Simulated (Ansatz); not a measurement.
A geometry of SrTiO₃ away from equilibrium: step 3 of the relaxation of a generated trial cell of SrTiO3 in the LiNbO3 structure type. Method: PBEsol (plane waves to 420 eV, PAW, scalar-relativistic; Ansatz, an electronic-structure program). Γ-centred k-mesh 5×5×5 on the run's cell (coarser than for final values), Fermi–Dirac smearing 0.05 eV. The plane waves were selected for a different cell earlier on the path.

```yaml
crystal:
  lattice:
    - [2.74738, 1.58620, 4.42433]
    - [-2.74738, 1.58620, 4.42433]
    - [0.00000, -3.17241, 4.42433]
  atoms:
    - { symbol: Sr, position: [0.26790, 0.26790, 0.26790] }
    - { symbol: Sr, position: [0.76790, 0.76790, 0.76790] }
    - { symbol: Ti, position: [0.01891, 0.01891, 0.01891] }
    - { symbol: Ti, position: [0.51891, 0.51891, 0.51891] }
    - { symbol: O, position: [0.75501, 0.19939, 0.30908] }
    - { symbol: O, position: [0.30908, 0.75501, 0.19939] }
    - { symbol: O, position: [0.19939, 0.30908, 0.75501] }
    - { symbol: O, position: [0.80908, 0.69939, 0.25501] }
    - { symbol: O, position: [0.25501, 0.80908, 0.69939] }
    - { symbol: O, position: [0.69939, 0.25501, 0.80908] }
```

Question: Give the Cartesian forces on all atoms (eV/Å).

Answer: 
```tsv
atom	Fx	Fy	Fz
Sr1	0.00	0.00	-0.15
Sr2	0.00	0.00	-0.15
Ti3	0.00	0.00	-0.47
Ti4	0.00	0.00	-0.47
O5	-0.26	0.19	0.21
O6	-0.04	-0.32	0.21
O7	0.29	0.13	0.21
O8	-0.29	0.13	0.21
O9	0.04	-0.32	0.21
O10	0.26	0.19	0.21
```

The path ends in R3c (No. 161). No spin polarisation in the result.

The run could not lose the symmetry of its start, so the end can be a saddle point.

The end of the path is a generated cell of SrTiO3: the first start was made by placing the elements on the sites of a structure type, and the end was not matched to a known phase here, so it may be hypothetical. Known forms of SrTiO3 include space group No. 221.
